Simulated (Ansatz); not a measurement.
Ca:
```
Ca
1.0
    3.76136     0.00000     0.00000
   -1.88068     3.25744     0.00000
    0.00000     0.00000     6.24418
Ca
2
Cartesian
  1.88068   1.08581   4.68314
  0.00000   2.17162   1.56105
```

Relaxed with LDA. Special points in fractions of this cell's reciprocal vectors: Γ (0.000, 0.000, 0.000); M (0.500, 0.000, 0.000); K (0.333, 0.333, 0.000); A (0.000, 0.000, 0.500); L (0.500, 0.000, 0.500); H (0.333, 0.333, 0.500).

Problem. List the band energies nearest the Fermi level at these points for LDA in the plane-wave PAW code Ansatz.

Solution. In eV from the Fermi level; about four levels below and three above (degenerate sets whole), none deeper than 8.9 eV; points with the same levels are listed once.

```json
[
 {"k": "Γ", "below": "-4.25 -1.20 -0.15", "above": "2.19 2.28 2.28"},
 {"k": "M", "below": "-1.16 -0.65", "above": "0.07 0.26 1.38"},
 {"k": "K", "below": "-0.24 -0.24 -0.19", "above": "0.44 1.42 1.42"},
 {"k": "A", "below": "-3.18 -3.18", "above": "1.30 1.30 2.28 2.28 2.28 2.28"},
 {"k": "L", "below": "-0.81 -0.81", "above": "0.20 0.20 1.39 1.39"},
 {"k": "H", "below": "–", "above": "0.11 0.11 0.42 0.42"}
]
```

Space group P6_3/mmc (hcp (Mg type)). The workflow started from a Materials Project entry (that database holds measured and hypothetical structures alike); the Crystallography Open Database files this formula in space group No. 194, but the cells were not matched. It is not the phase usual at ambient conditions (space group No. 225). The cell was relaxed with LDA under the symmetry of its start; its stability against distortions is not shown here.

Potentials: the later of the program's two PAW sets.
